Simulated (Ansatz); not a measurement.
BAs:
```
BAs
1.0
    3.42907     0.00000     0.00000
   -1.71454     2.96966     0.00000
    0.00000     0.00000     7.40285
B As
3 3
Direct
  0.50000   0.00000   0.50000
  0.00000   0.50000   0.16667
  0.50000   0.50000   0.83333
  0.50000   0.00000   0.00000
  0.00000   0.50000   0.66667
  0.50000   0.50000   0.33333
```

DFT-PBEsol in the program Ansatz with PAW potentials gives a gap of 0.31 eV without spin–orbit coupling, maximum at Γ, minimum at M.

Task: What happens when spin–orbit coupling is switched on?

Result: The gap drops by 0.01 eV, to 0.30 eV; maximum at Γ, minimum at M.

Task: Give the electron effective mass with spin–orbit coupling.

Result: 0.19, 0.32, 0.32 mₑ (principal values).

Space group P6_222. A made-up cell: these elements were put on the sites of a structure type; neither database checked (COD, Materials Project) lists it. It is not the phase usual at ambient conditions (space group No. 216). The cell was relaxed with PBEsol under the symmetry of its start; whether a distortion lowers the energy is not shown.

Potentials: the later of the program's two PAW sets.
